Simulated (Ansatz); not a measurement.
Theory: Ansatz, DFT PBE, scalar-relativistic, plane waves, PAW. Settings: cutoff 420 eV, Γ-centred meshes spaced at most about 0.3 Å⁻¹, and about 0.25 Å⁻¹ or finer for metals (2π included), Gaussian smearing. No spin polarisation in the final relaxations.

These are static total energies at zero pressure.

Compare these two cells of Nb₂Te₆Mo, each relaxed at this level.

A. Space group R-3 (No. 148), trigonal, a = 6.268 Å, c = 23.446 Å. Nb is surrounded by 6 Te at 2.80 Å; around Te lie 1 Mo at 2.77 Å and 2 Nb at 2.80 Å; Mo has 6 Te at 2.77 Å.

B. Space group P-62m (No. 189), hexagonal, a = 6.296 Å, c = 8.358 Å. Around Nb lie 6 Te at 2.81 Å; around Te lie 1 Mo at 2.76 Å and 2 Nb at 2.81 Å; around Mo lie 6 Te at 2.76 Å.

Task: Which would you expect to be lower, and how large is the difference?

Result: B is lower, by 40 meV/atom. A has space group R-3 (No. 148), 29.5 Å³/atom and no gap on its mesh; B has space group P-62m (No. 189), 31.9 Å³/atom and no gap. Both come from invented guesses.

Weakly bound directions are ill-defined at this level, which has no dispersion term (R-3, P-62m), and this can change margins and order among such cells. These runs have no spin–orbit coupling, which can matter for Te. A magnetic state wasn't ruled out in cells without spin, among them P-62m. Cells relaxed within their symmetry can be saddle points.
